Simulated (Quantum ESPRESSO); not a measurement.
Al2GaInP4, a curve over strain

Simulated, not a measurement. The program is pw.x of Quantum ESPRESSO 7.5 (plane-wave density functional theory). The cell is made up: 8 atoms on a zincblende/diamond lattice, with randomly drawn elements, strain and displacements, not relaxed. PseudoDojo standard norm-conserving files (v0.5 for PBE, v0.4.1 for LDA and PBEsol) set the functional; there is no spin polarisation, spin-orbit coupling or dispersion term, and the masses in the input are unused placeholders.

Seven runs add a strain to one cell (the same along x and y); the atoms follow the cell and are not relaxed. Stress in the table is positive in tension.

Input of the run at -0.0016:

```
&control calculation='scf', pseudo_dir='./dojo.nc.sr.pbe.v0_5.standard.upf', outdir='./o', disk_io='medium', tprnfor=.true., tstress=.true. /
&system ibrav=0, nat=8, ntyp=4, nbnd=32, ecutwfc=79.96652505, nosym=.true., tot_charge=0,
 occupations='smearing', smearing='fd', degauss=0.0018374661
/
&electrons conv_thr=7.350e-09, electron_maxstep=60, /
ATOMIC_SPECIES
Al 1.0 Al.upf
Ga 1.0 Ga.upf
In 1.0 In.upf
P 1.0 P.upf
CELL_PARAMETERS angstrom
5.6015 0.0509 -0.065
0.0509 5.6489 -0.0148
-0.0649 -0.0148 5.6699
ATOMIC_POSITIONS angstrom
Al 0.0433 -0.0272 0.0052
Ga -0.1869 2.6883 2.6619
Al 2.8042 -0.0033 2.6139
In 2.8033 2.7787 -0.1338
P 1.3948 1.4442 1.361
P 1.3902 4.2281 4.3225
P 4.1998 1.3955 4.2851
P 4.2495 4.2328 1.2865
K_POINTS automatic
4 4 4 1 1 1
```

```
added strain  free energy less that of the input shown (eV)  stress xx (GPa)  stress yy (GPa)  stress zz (GPa)  stress xy (GPa)  pressure (GPa)  iterations
     -0.0125                                         0.0751            -4.27            -3.99            -1.52             4.56            3.26          10
     -0.0052                                         0.0193            -2.89            -2.57            -0.63             4.19            2.03          10
     -0.0016                                         0.0000            -2.24            -1.91            -0.22             4.02            1.46          10
     +0.0072                                        -0.0261            -0.74            -0.37             0.71             3.62            0.13          10
     +0.0113                                        -0.0283            -0.07             0.31             1.11             3.44           -0.45          10
     +0.0168                                        -0.0212             0.78             1.18             1.62             3.21           -1.19          10
     +0.0229                                        -0.0013             1.68             2.10             2.15             2.97           -1.97          10
```

A cubic fit gives a slope of stress xx against the added strain of 175 GPa at zero added strain, with the atoms clamped. Across the table the free energy follows the integral of the stress to within 0.7 meV. A rerun of one of the cells at 1377 eV and a 6 x 6 x 6 mesh moved values by no more than 0.007 eV in energy, 0.02 GPa in stress and 0.002 eV/Å in force.